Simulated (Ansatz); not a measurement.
The start is a relaxed MgF2 cell shaken by Gaussian noise of σ = 0.08 Å a coordinate. Cell shape, volume and atoms are optimised at zero target pressure with PBEsol (plane waves to 420 eV, PAW, scalar-relativistic; Ansatz, a first-principles code). First-step values are on the input's coarse k-mesh.

Ansatz input (later rounds restart from its end on a renewed k-mesh):
Ansatz 0.2 input:
```yaml
crystal:
  lattice:
    - [4.9536757278, 0, 0]
    - [0, 4.9536757278, 0]
    - [0, 0, 4.9536757278]
  atoms:
    - { symbol: Mg, position: [-0.0078115541, 0.5075247846, 0.5281068111] }
    - { symbol: Mg, position: [0.506450382, 0.4849945568, -0.0183467241] }
    - { symbol: Mg, position: [0.5033317149, 0.0050045047, 0.4944821849] }
    - { symbol: Mg, position: [0.0093300535, -0.006596403, -0.0022819968] }
    - { symbol: F, position: [0.3595820301, 0.1511439789, 0.8466482145] }
    - { symbol: F, position: [0.6606140445, 0.8170931615, 0.146688571] }
    - { symbol: F, position: [0.156771877, 0.8382653962, 0.3440837391] }
    - { symbol: F, position: [0.8327486082, 0.1591431353, 0.672065111] }
    - { symbol: F, position: [0.8284067897, 0.3444983162, 0.1819891488] }
    - { symbol: F, position: [0.1358921678, 0.6637556491, 0.8294563368] }
    - { symbol: F, position: [0.664069216, 0.6462084669, 0.6472064201] }
    - { symbol: F, position: [0.3332758653, 0.3323915437, 0.3529445426] }
basis: { ecutwfc: 420, ecutrho_ratio: 4, xc_grid: 2, fft_grid_basis: typed }
kpoints: { mp_grid: { grid: [4, 4, 4] } }
hamiltonian:
  xc: pbesol
  dispersion: none
  pseudopotentials: { kind: paw }
scf: { occupations: { method: fermi_dirac, width: 0.05 } }
relax: { f_tol: 0.01, max_steps: 100, cell: { stress_tol: 0.02 } }
output: { forces: true, stress: true }
```

| Property | Result |
|---|---|
| Largest initial force | 2.46 eV/Å, on Mg1 (atoms numbered as listed) |
| Relative to the parent | It returns to the parent structure, Pa-3 (No. 205) |
| Optimiser moves | 4 |

Final structure:

```cif
data_F8Mg4
_chemical_formula_sum 'Mg4 F8'
_space_group_name_H-M_alt 'Pa-3'
_space_group_IT_number 205
_space_group_name_Hall '-P 2ac 2ab 3'
_cell_length_a 4.95362
_cell_length_b 4.95362
_cell_length_c 4.95362
_cell_angle_alpha 90.000
_cell_angle_beta 90.000
_cell_angle_gamma 90.000
loop_
_atom_site_label
_atom_site_type_symbol
_atom_site_symmetry_multiplicity
_atom_site_Wyckoff_symbol
_atom_site_fract_x
_atom_site_fract_y
_atom_site_fract_z
_atom_site_occupancy
Mg1 Mg 4 b 0.50000 0.50000 0.50000 1
F1 F 8 c 0.15986 0.15986 0.15986 1
```

Final values are on a 6×6×6 k-mesh of the relaxed cell. No spin polarisation in the result.

The cell that was disturbed is our relaxation of an entry of Materials Project.
